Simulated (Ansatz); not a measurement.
Relaxed-ion elastic tensor of HfC (NiAs type, P6_3/mmc) in GPa (Voigt order), plane-wave PAW r²SCAN (Ansatz code); density 12.71 g/cm³, 12.45 Å³ per atom.

|  | 1 | 2 | 3 | 4 | 5 | 6 |
|---|---|---|---|---|---|---|
| 1 | 449 | 129 | 166 | 0.0 | 0.0 | 0.0 |
| 2 | 129 | 449 | 166 | 0.0 | 0.0 | 0.0 |
| 3 | 166 | 166 | 364 | 0.0 | 0.0 | 0.0 |
| 4 | 0.0 | 0.0 | 0.0 | 174 | 0.0 | 0.0 |
| 5 | 0.0 | 0.0 | 0.0 | 0.0 | 174 | 0.0 |
| 6 | 0.0 | 0.0 | 0.0 | 0.0 | 0.0 | 160 |

**Question.** Is the crystal mechanically stable?

**Answer.** Yes: the smallest eigenvalue of C is 160 GPa.

**Question.** Work out the Voigt, Reuss and Hill averages.

**Answer.** K_V = 242, K_R = 242, K_H = 242; G_V = 155, G_R = 150, G_H = 152 GPa.

**Question.** Give Young's modulus, Poisson's ratio, Pugh's ratio and the universal anisotropy index.

**Answer.** E = 9KG/(3K + G) = 378 GPa; ν = 0.24; K/G = 1.59 (brittle by the Pugh limit of 1.75); A_U = 5G_V/G_R + K_V/K_R − 6 = 0.17.

**Question.** Estimate the sound speeds and the Debye temperature.

**Answer.** v_l = √((K + 4G/3)/ρ) = 5920 m/s, v_t = √(G/ρ) = 3460 m/s, mean 3840 m/s; Θ = (h/k)(3n/4πV)^(1/3) v_m = 493 K.

**Question.** How much does each axis shrink under pressure?

**Answer.** Linear compressibilities β_i = Σ_j S_ij (j = 1 to 3): x 1.3, y 1.3, z 1.6 per TPa.

The first step of the workflow began from a Materials Project structure, measured or hypothetical; the Crystallography Open Database copy checked does not list it. It is not the phase usual at ambient conditions (space group No. 225). Symmetry was held in the r²SCAN relaxation; its stability against distortions is not shown here. The run is not spin-polarised. As this level gives no gap, shear constants depend on the k-mesh and smearing (Fermi–Dirac, 0.1 eV here). Scalar-relativistic: spin–orbit coupling is off unless named, which matters more the heavier the elements.

Potentials: the later of the program's two PAW sets.
